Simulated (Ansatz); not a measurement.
TiO2 built on the rutile prototype, relaxed with r2SCAN in Ansatz 0.2.0. Space group P4_2/mnm (No. 136), tetragonal; a = 4.597 Å, c = 2.953 Å in the conventional setting, 10.40 Å³ an atom. Around Ti lie 6 O at 1.95–1.98 Å and 2 Ti at 2.95 Å; around O lie 3 Ti at 1.95–1.98 Å.

The axes x, y and z are those of this cell:
```xyz
6
Lattice="4.5969 0.0000 0.0000 0.0000 4.5969 0.0000 0.0000 0.0000 2.9535" Properties=species:S:1:pos:R:3 pbc="T T T"
Ti    0.0000    0.0000    0.0000
Ti    2.2984    2.2984    1.4767
O     1.4004    1.4004    0.0000
O     0.8980    3.6988    1.4767
O     3.6988    0.8980    1.4767
O     3.1965    3.1965    0.0000
```

Unstrained: The PBE gap is direct at Γ: 1.888 eV. A second conduction valley, at M, lies only 38 meV higher, so their order isn't settled. The r2SCAN gap is direct at Γ: 2.221 eV. A second conduction valley, at M, lies only 40 meV higher, so their order isn't settled. HSE06 gives a direct gap of 3.384 eV at Γ. A second conduction valley, at M, lies only 23 meV higher, so their order isn't settled. Meshes: PBE 6×6×8, r2SCAN 6×6×8, HSE06 4×4×6. Strains are changes of length per length. After each strain the atoms were relaxed again with r2SCAN within the symmetry that the strain leaves, so tilts or polar shifts that break it weren't tested; points keep the names that they have in the unstrained zone. The values are computed, spin-unpolarised, and not measurements.

(1) Apply uniaxial -1.0 % along z, other directions held. How far does the gap move, against the unstrained cell?

(2) Estimate what uniaxial +1.0 % along z, other directions held does to the gap.

(3) Estimate what uniaxial +4.0 % along z, other directions held does to the gap.

(4) Estimate what uniaxial -4.0 % along z, other directions held does to the gap.

(5) Estimate what uniaxial +2.0 % along z, other directions held does to the gap.

(6) Estimate what uniaxial -3.0 % along z, other directions held does to the gap.

(7) Estimate what uniaxial -2.0 % along z, other directions held does to the gap.

(8) Estimate what uniaxial +3.0 % along z, other directions held does to the gap.

Answers

(1) PBE: the gap goes from 1.888 to 1.911 eV (+0.023 eV). r2SCAN: the gap goes from 2.221 to 2.246 eV (+0.025 eV). HSE06: the gap goes from 3.384 to 3.407 eV (+0.023 eV). The r2SCAN energy rises by 1.7 meV an atom.

(2) PBE: the gap goes from 1.888 to 1.859 eV (-0.029 eV). r2SCAN: the gap goes from 2.221 to 2.191 eV (-0.030 eV). HSE06: the gap goes from 3.384 to 3.356 eV (-0.028 eV). The r2SCAN energy rises by 1.6 meV an atom.

(3) PBE: the gap goes from 1.888 to 1.769 eV (-0.119 eV). r2SCAN: the gap goes from 2.221 to 2.096 eV (-0.125 eV). HSE06: the gap goes from 3.384 to 3.258 eV (-0.126 eV); the edges move from Γ to Γ → R; least and direct gap lie within 0.04 eV, so its kind isn't settled. The r2SCAN energy rises by 24.6 meV an atom.

(4) PBE: the gap goes from 1.888 to 1.962 eV (+0.074 eV). r2SCAN: the gap goes from 2.221 to 2.300 eV (+0.079 eV). HSE06: the gap goes from 3.384 to 3.439 eV (+0.055 eV); the edges move from Γ to Γ → M; least and direct gap lie within 0.04 eV, so its kind isn't settled. The r2SCAN energy rises by 29.2 meV an atom.

(5) PBE: the gap goes from 1.888 to 1.830 eV (-0.058 eV). r2SCAN: the gap goes from 2.221 to 2.161 eV (-0.060 eV). HSE06: the gap goes from 3.384 to 3.327 eV (-0.057 eV). The r2SCAN energy rises by 6.4 meV an atom.

(6) PBE: the gap goes from 1.888 to 1.950 eV (+0.062 eV). r2SCAN: the gap goes from 2.221 to 2.287 eV (+0.066 eV). HSE06: the gap goes from 3.384 to 3.439 eV (+0.055 eV); the edges move from Γ to Γ → M; least and direct gap lie within 0.04 eV, so its kind isn't settled. The r2SCAN energy rises by 16.1 meV an atom.

(7) PBE: the gap goes from 1.888 to 1.932 eV (+0.044 eV). r2SCAN: the gap goes from 2.221 to 2.268 eV (+0.047 eV). HSE06: the gap goes from 3.384 to 3.428 eV (+0.044 eV). The r2SCAN energy rises by 7.0 meV an atom.

(8) PBE: the gap goes from 1.888 to 1.800 eV (-0.088 eV). r2SCAN: the gap goes from 2.221 to 2.129 eV (-0.092 eV). HSE06: the gap goes from 3.384 to 3.296 eV (-0.088 eV). The r2SCAN energy rises by 14.1 meV an atom.

The meshes of the hybrids are coarse, so their gaps aren't converged to the digits shown.
